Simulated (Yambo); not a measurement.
G0W0@LDA for CsHF₂ (space group I4/mcm, No. 140) in Yambo. Reference settings: 2×2×2 Γ-centred k mesh, 207 bands and a 7 Ry block in the screening, 207 bands in G with the Bruneval-Gonze terminator, plasmon pole fitted at 27.2 eV. The LDA gap Γ → Γ on this mesh is 6.30 eV; G0W0 gaps are taken between the same points.

The settings were changed. The gap went from 10.20 eV to 10.56 eV, and the shift of the valence edge from -2.48 eV to -2.91 eV.

Question: Which change was made?
(A) 50 bands in W, 50 bands in G, 3 Ry block
(B) 1×1×1 mesh
(C) 3 Ry block, no terminator
(D) 50 bands in W, 50 bands in G, 2 Ry block

Answer: C, 3 Ry block, no terminator. The others gave (gap, valence shift): 1×1×1 mesh: 9.94, -2.24 eV; 50 bands in W, 50 bands in G, 2 Ry block: 11.66, -3.33 eV; 50 bands in W, 50 bands in G, 3 Ry block: 11.47, -3.13 eV.

Geometry of the Materials Project entry, not relaxed at this level; primitive cell a = 5.814 Å, b = 5.814 Å, c = 5.814 Å, α = 116.57°, β = 116.57°, γ = 96.04°.

The structure is a Materials Project entry; no match was found in the copy of COD used, and its stability was not checked.

A shift is the quasiparticle energy of the state minus its LDA energy.
